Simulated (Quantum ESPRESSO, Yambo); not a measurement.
# SrAlSiH under biaxial strain

```
CELL_PARAMETERS angstrom
      4.20693     0.00000     0.00000
     -2.10346     3.64331     0.00000
      0.00000     0.00000     4.78563
ATOMIC_POSITIONS crystal
  H  0.66667 0.33333 0.09737
  Al 0.66667 0.33333 0.46570
  Si 0.33333 0.66667 0.55426
  Sr 0.00000 0.00000 0.00566
```

SrAlSiH (space group P3m1, No. 156) under biaxial strain (along x and y, z relaxed), counted from the cell relaxed with PBEsol, atoms relaxed at each step. PBEsol (Quantum ESPRESSO, PseudoDojo norm-conserving, 72 Ry, without SOC); G0W0 and BSE in Yambo (3×3×2 Γ-centred k mesh, 136 bands and a 8 Ry block in the screening, 136 bands in G with the Bruneval-Gonze terminator, plasmon pole fitted at 27.2 eV; BSE 9×9×6 mesh, 3 valence and 5 conduction bands, static screening with 37 bands and a 4 Ry block, scissor from each state's G0W0).

| strain (%) | PBEsol gap (eV) | kind | G0W0 direct gap (eV) | lowest vertical BSE state (eV) | RPA ε∞ along x |
|---|---|---|---|---|---|
| -2 | 0.54 | indirect | 2.26 at K | not resolved | – |
| -1 | 0.48 | near tie | 2.35 at A | not resolved | – |
| 0 | 0.41 | indirect | 2.22 at A | not resolved | – |
| +1 | 0.36 | indirect | 2.09 at A | not resolved | – |
| +2 | 0.33 | indirect | 1.98 at A | not resolved | – |

Between -1 % and +1 % the direct gap at A moves by -120 meV per % in PBEsol; the block changes size in that range, so no G0W0 slope is given.

GW, BSE and RPA settings are held fixed; their convergence isn't established. «Near tie»: competing band extrema lie within 0.03 eV. Strains are linear. The screening block changes size along the series (213 vectors at -2 %, 213 vectors at -1 %, 225 vectors at +0 %, 225 vectors at +1 %, 225 vectors at +2 %), which puts steps into the G0W0 values.  Axes are Cartesian, with cell vectors (Å) (4.21, 0.00, 0.00), (-2.10, 3.64, 0.00), (0.00, 0.00, 4.79).

The structure is a Materials Project entry; no match was found in the copy of COD used, and its stability was not checked.
